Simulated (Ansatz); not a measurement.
CdGa2Se4:
Space group I-4 (No. 82); a = b = 5.7253 Å, c = 10.7846 Å, α = β = γ = 90.00°

```csv
atom,site,symmetry,x,y,z
Cd,2a,-4..,0.0000,0.0000,0.0000
Ga,2d,-4..,0.5000,0.0000,0.2500
Ga,2b,-4..,0.0000,0.0000,0.5000
Se,8g,1,0.2229,0.2445,0.3601
```
(The calculation used a cell of 7 atoms; values per cell refer to that cell.)

Relaxed with PBEsol.

Q: Tabulate the valence density and the electron localisation function along the shortest Ga–Se contact (2.42 Å), PBEsol in the plane-wave PAW code Ansatz.

A: 

```tsv
distance from Ga (Å)	density (e/Å³)	ELF
0.24	27.24	0.03
0.36	12.65	0.03
0.48	4.90	0.07
0.61	1.91	0.14
0.73	0.96	0.23
0.85	0.64	0.29
0.97	0.52	0.36
1.09	0.50	0.52
1.21	0.53	0.69
1.33	0.61	0.78
1.45	0.73	0.80
1.57	0.94	0.80
1.70	1.50	0.77
1.82	2.99	0.68
1.94	6.61	0.52
2.06	14.25	0.33
2.18	26.51	0.18
```

The density is the valence pseudo-density with augmentation charge, so density and ELF within about 1 Å of a nucleus are not all-electron values.

The workflow started from a Materials Project entry (that database holds measured and hypothetical structures alike); the Crystallography Open Database files this formula in space group No. 82, but the cells were not matched. Its standing as an ambient phase is unchecked. The cell was relaxed with PBEsol under the symmetry of its start; its stability against distortions is not shown here.

Potentials: the later of the program's two PAW sets.
